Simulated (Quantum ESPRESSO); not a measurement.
```xyz
2
Lattice="0.0000 3.2166 3.2166 3.2166 0.0000 3.2166 3.2166 3.2166 0.0000" Properties=species:S:1:pos:R:3 pbc="T T T"
Te     4.8249     4.8249     4.8249
Hg     0.0000     0.0000     0.0000
```

Cell and atoms were relaxed with LDA from Materials Project entry mp-2730, within its symmetry.

Task: What does LDA (Quantum ESPRESSO, PseudoDojo norm-conserving, 82 Ry, without SOC) give for the electronic structure near the Fermi level?

Result: At this level the gap is closed or nearly so: along the path the highest valence and lowest conduction bands touch, or overlap by less than 0.6 eV, a zero-gap or semimetallic result; the valence top lies at Γ, the conduction bottom at Γ. Spin-orbit coupling is left out, which matters for elements this heavy: edges can move by tenths of an eV.
